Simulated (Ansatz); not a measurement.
Bi$_{2}$H$_{3}$NSe$_{3}$:
```xyz
9
Lattice="4.1445 0.0000 0.0000 -2.0722 3.5892 0.0000 0.0000 0.0000 12.3152" Properties=species:S:1:pos:R:3 pbc="T T T"
Se     0.0000     2.3928     0.1354
Bi     2.0722     1.1964     1.7276
Se     0.0000     0.0000     3.6033
Bi     0.0000     2.3928     5.5844
Se     2.0722     1.1964     7.1228
N      0.0000     0.0000     9.6341
H      0.8105     0.4679    10.0457
H      3.3340     0.4679    10.0457
H      2.0722     2.6534    10.0457
```

PBE+D3(BJ) (plane waves, PAW; program Ansatz) gives a gap of 0.64 eV without spin–orbit coupling, maximum at Γ, minimum at Γ.

**Question.** What happens when spin–orbit coupling is switched on?

**Answer.** The gap falls by 0.46 eV, to 0.18 eV; maximum at Γ, minimum at Γ.

**Question.** Give the hole effective mass with spin–orbit coupling.

**Answer.** 0.31, 0.38, 5.2 mₑ (principal values).

Space group P3m1. The cell is a constructed one: a structure type filled with these elements; neither database checked (COD, Materials Project) lists it. Whether it is the stable phase at ambient conditions was not checked. Symmetry was held in the PBE+D3(BJ) relaxation. At this level the phase is dynamically unstable (imaginary phonons).

Potentials: the later of the program's two PAW sets.
